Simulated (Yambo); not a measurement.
Yambo run on C (space group R-3m, No. 166). The wavefunctions come from this Quantum ESPRESSO step (PBEsol, PseudoDojo standard norm-conserving files, scalar-relativistic):

```
&CONTROL
  calculation = 'nscf'
  pseudo_dir = './pseudo'
  outdir = './out'
/
&SYSTEM
  ibrav = 0
  nat = 4
  ntyp = 1
  ecutwfc = 82.0
  ecutrho = 328.0
  occupations = 'fixed'
  force_symmorphic = .true.
  nbnd = 81
/
&ELECTRONS
  conv_thr = 4e-09
  diago_full_acc = .true.
  diago_thr_init = 1e-08
/
ATOMIC_SPECIES
C 12.0110 C.upf
CELL_PARAMETERS angstrom
  1.233190057000   0.711982612000   8.282617000000
 -1.233190057000   0.711982612000   8.282617000000
  0.000000000000  -1.423965223000   8.282617000000
ATOMIC_POSITIONS crystal
C   0.912830000000   0.912830000000   0.912830000000
C   0.087170000000   0.087170000000   0.087170000000
C   0.246153000000   0.246153000000   0.246153000000
C   0.753847000000   0.753847000000   0.753847000000
K_POINTS automatic
6 6 6 0 0 0
```

Yambo input:

```
rim_cut
gw0
dyson
el_el_corr
HF_and_locXC
ppa
em1d
RandQpts= 1000000
RandGvec= 1 Ry
EXXRLvcs= 82 Ry
VXCRLvcs= 328 Ry
Chimod= "HARTREE"
% BndsRnXp
 1 | 79 |
%
NGsBlkXp= 8 Ry
% LongDrXp
 1.0 | 1.0 | 1.0 |
%
PPAPntXp= 27.2114 eV
% GbndRnge
 1 | 79 |
%
GTermKind= "BG"
DysSolver= "n"
ExtendOut
% QPkrange
 1 | 1 | 8 | 9 |
 4 | 4 | 8 | 9 |
 12 | 12 | 8 | 9 |
 13 | 13 | 8 | 9 |
 25 | 25 | 8 | 9 |
 32 | 32 | 8 | 9 |
%
```

k points by index: 1 = Γ, 4 = L, 12 = (0, 0.333, -0.333), 13 = F, 25 = (0.167, -0.5, -0.167), 32 = Z.

Resulting energies as the program prints them:

```
#    K-point    Band    Eo [eV]    E [eV]    E-Eo [eV]    Vxc [eV]    Vnlxc [eV]    Sc|Eo [eV]    Sc|E [eV]    dSc/dw|Eo [eV]    Re(Z)    Im(Z)
#
    1    8    -2.901709    -3.230803    -0.329093    -17.25780    -21.24037    3.555726    3.653474    -8.078861    0.771071    -0.001492
    1    9    3.217961    2.798752    -0.419208    -5.831597    -2.300498    -4.037658    -3.950307    -5.672127    0.827506    -0.001434
    4    8    -2.111971    -2.249539    -0.137568    -13.96342    -15.96116    1.817613    1.860171    -8.411332    0.763874    -0.001668
    4    9    1.524582    1.792618    0.268037    -12.77557    -8.521401    -3.910391    -3.986137    -7.684794    0.779775    -0.002177
    12    8    -0.128210E-4    0.038971    0.038984    -13.80520    -13.53982    -0.214969    -0.226397    -7.983597    0.773158    -0.001554
    12    9    0.185813    0.426633    0.240821    -14.02886    -11.39769    -2.319090    -2.390353    -8.050350    0.771694    -0.001562
    13    8    -2.178800    -2.329880    -0.151080    -13.85395    -15.90290    1.850830    1.897870    -8.453961    0.762938    -0.004482
    13    9    1.613234    1.901519    0.288284    -12.94082    -8.619052    -3.951458    -4.033482    -7.738641    0.778576    -0.001735
    25    8    0.000000    0.038791    0.038791    -13.80518    -13.53961    -0.215414    -0.226786    -7.983773    0.773154    -0.001554
    25    9    0.185819    0.426500    0.240681    -14.02888    -11.39749    -2.319483    -2.390706    -8.050516    0.771690    -0.001562
    32    8    -2.901252    -3.230575    -0.329323    -17.25846    -21.24081    3.555202    3.653021    -8.079075    0.771066    -0.001524
    32    9    4.451955    4.061957    -0.389997    -5.964386    -2.275967    -4.163610    -4.078415    -5.946940    0.820647    -0.001635
```
(The two width columns are left out.) Convergence of these settings isn't established.

Geometry of the Materials Project entry, not relaxed at this level.

This is not the ordinary phase of the substance.

The distance between layers or molecules is the database entry's, not relaxed here. Functionals without dispersion can leave it too large, which widens gaps and weakens the response across layers: the numbers belong to this cell.
